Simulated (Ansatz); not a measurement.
Ir (fcc (Cu type)), relaxed with PBE (Ansatz, a program for electronic structure, plane waves, PAW): a = 3.8703 Å, b = 3.8703 Å, c = 3.8703 Å, α = 90.00°, β = 90.00°, γ = 90.00°.

| Quantity | Value |
|---|---|
| B₀ by P(V) fit (GPa) | 348 |

Task: The same phase is relaxed and computed with PBEsol in the same code. What are the cell and these values now?

Result: a = 3.8301 Å, b = 3.8301 Å, c = 3.8301 Å, α = 90.00°, β = 90.00°, γ = 90.00°.

- B₀ by P(V) fit (GPa) = 387

All cells were relaxed under the symmetry of their starts (and spin orders); stability against distortions was not tested throughout. Rows with no word on spin ran without spin polarisation. Spin–orbit coupling is left out wherever it is not named.

Potentials: the earlier of the program's two PAW sets.

Ansatz is a plane-wave DFT program.
